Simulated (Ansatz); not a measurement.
Input and command of a plane-wave DFT calculation in Ansatz:

```yaml
crystal:
  lattice:
    - [4.1132704594, -0.6328108399, -0.6328108399]
    - [-0.6328108399, 4.1132704594, -0.6328108399]
    - [-0.6328108399, -0.6328108399, 4.1132704594]
  atoms:
    - { symbol: Sr, position: [0.5, 0.5, 0.5] }
    - { symbol: Cd, position: [0.0, 0.0, 0.0] }
basis:
  ecutwfc: 500
kpoints:
  mp_grid: { grid: [14, 14, 14] }
hamiltonian:
  xc: r2scan
scf:
  occupations: { method: gaussian, width: 0.15 }
output:
  forces: true
  stress: true
  eigenvalues: true
```

```bash
ansatz run input.yaml --threads 1 --pin off --max-ram 2560MiB --backend cpu --events-out ev --progress --plain --runs-dir out
```

Processor: Arm Neoverse V1, 1 thread, on a host shared with other jobs.

How long does it run, and how much memory does it take?

About 53 s on 1 thread of Arm Neoverse V1, on a shared host, peak memory 0.72 GiB. It solves 19 bands at 288 k points (the mesh reduced by symmetry) with about 1613 plane waves, in 7 SCF iterations.
